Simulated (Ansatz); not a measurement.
A generated cell, not matched to a known phase here, of SrMoO$_{3}$: Imma (No. 74), oI20; a = 5.5851 Å, b = 7.8982 Å, c = 5.5883 Å, α = 90.00°, β = 90.00°, γ = 90.00°; Sr 4e (0.000, 0.250, 0.500); Mo 4a (0.000, 0.000, 0.000); O 4e (0.000, 0.250, 0.012); O 8g (0.250, 0.506, 0.250). Calculation: PBEsol (plane waves to 420 eV, PAW, scalar-relativistic; Ansatz, a first-principles code). Element references, the lowest calculated here: Mo (Im-3m), Sr (Fm-3m), O (C2/m, ferromagnetic, forced by one molecule a cell; α-O2 is antiferromagnetic); gases are represented by their molecular solids.

Q: Give the formation energy of this Imma form of SrMoO3 from the elements at the level PBEsol.

A: -2.50 eV/atom.

A lower structure of this composition may exist. Known forms of SrMoO3 include space group No. 221.

Static energies, no anion corrections, no zero-point energy. Values are rounded to 0.01 eV/atom. Not shown to be the ambient phase of their composition (a lower form may be missing, and a cell relaxed within its start's symmetry can be a saddle point): SrMoO3 (Imma). The compounds carry no spin polarisation. The d or f electrons are treated with no Hubbard U.
